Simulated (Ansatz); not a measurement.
SiMo2C:
```cif
data_C2Mo4Si2
_chemical_formula_sum 'Si2 Mo4 C2'
_space_group_name_H-M_alt 'P 1'
_space_group_IT_number 1
_cell_length_a 3.07073
_cell_length_b 3.07073
_cell_length_c 12.33595
_cell_angle_alpha 90.000
_cell_angle_beta 90.000
_cell_angle_gamma 120.000
loop_
_space_group_symop_operation_xyz
  'x, y, z'
loop_
_atom_site_label
_atom_site_type_symbol
_atom_site_fract_x
_atom_site_fract_y
_atom_site_fract_z
_atom_site_occupancy
Si1 Si 0.66667 0.33333 0.25000 1
Si2 Si 0.33333 0.66667 0.75000 1
Mo1 Mo 0.66667 0.33333 0.90689 1
Mo2 Mo 0.33333 0.66667 0.09311 1
Mo3 Mo 0.33333 0.66667 0.40689 1
Mo4 Mo 0.66667 0.33333 0.59311 1
C1 C 0.00000 0.00000 0.00000 1
C2 C 0.00000 0.00000 0.50000 1
```

Relaxed with plane-wave PAW PBEsol (Ansatz code). Indices refer to the conventional cell of P6_3/mmc, a = 3.0707 Å, b = 3.0707 Å, c = 12.3360 Å, α = 90.00°, β = 90.00°, γ = 120.00°.

**Question.** Simulate the powder diffraction pattern (Co Kα, λ = 1.79026 Å; lines above 1 %) up to 2θ = 90°.

**Answer.** Simulated powder pattern, Co Kα, λ = 1.79026 Å (kinematic, ideal powder, no thermal factors, no anomalous dispersion; the 30 strongest lines at most, above 1 %, up to 2θ = 90°):

```tsv
2θ (°)	d (Å)	I/Imax (%)	hkl
16.69	6.168	22	(0002)
33.75	3.084	11	(0004)
39.34	2.659	24	(1 0 -1 0)
40.28	2.600	20	(1 0 -1 1)
47.26	2.233	100	(1 0 -1 3)
51.62	2.056	14	(0006)
52.78	2.014	7.9	(1 0 -1 4)
66.78	1.627	13	(1 0 -1 6)
71.32	1.535	22	(1 1 -2 0)
73.85	1.490	2.3	(1 1 -2 2)
75.08	1.469	9.0	(1 0 -1 7)
81.27	1.374	5.7	(1 1 -2 4)
84.63	1.330	2.9	(2 0 -2 0)
85.23	1.322	2.5	(2 0 -2 1)
```

The start of the workflow was typed in or built on a structure type; neither database checked (COD, Materials Project) lists it. Whether it is the stable phase at ambient conditions was not checked. The cell was relaxed with PBEsol under the symmetry of its start; whether a distortion lowers the energy is not shown. The run is not spin-polarised.

Potentials: the earlier of the program's two PAW sets. The files were generated under PBE; for other functionals the program regenerates the frozen cores, and for LDA and PBEsol the local potential too.
